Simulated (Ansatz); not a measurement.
**Question.** Re (hcp (Mg type), space group No. 194) is relaxed with r²SCAN in the plane-wave PAW code Ansatz. What lattice parameters of the conventional cell result?

**Answer.** a = 2.758 Å, c = 4.462 Å.

Space group P6_3/mmc (hcp (Mg type)). The cell was relaxed with r²SCAN under the symmetry of its start. No spin polarisation was allowed. Axis ratios of metals converge slowly with the k-mesh, so a and c are less sure than the volume. Spin–orbit coupling is left out wherever it is not named.

Potentials: the later of the program's two PAW sets.
